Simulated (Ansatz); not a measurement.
Crystals of one structure type (CsCl type) and one family of elements, relaxed and computed with DFT-PBEsol in the program Ansatz with PAW potentials.

```tsv
crystal	V (Å³/atom)	B₀ by P(V) fit (GPa)
AlNi	11.73	173
GaNi	11.86	176
AlPt	14.33	?
InPd	17.12	135
```

Question: Fit a straight line to ln B₀ against ln V and predict the withheld value.

Answer: Least squares on the 3 shown rows: ln B₀ = -0.69 × ln V + (6.865), with a scatter of 1 %. For AlPt this gives 153. The run itself gave 202, outside the scatter: the line misses something about this case.

Standing as an ambient phase not checked: GaNi, CsCl type; AlPt, CsCl type. Perhaps ordered models of mixed-site phases: AlPt, CsCl type. All cells were relaxed under the symmetry of their starts (and spin orders); stability against distortions was not tested throughout. Rows with no word on spin ran without spin polarisation. Spin–orbit coupling is left out wherever it is not named.

Potentials: the later of the program's two PAW sets.
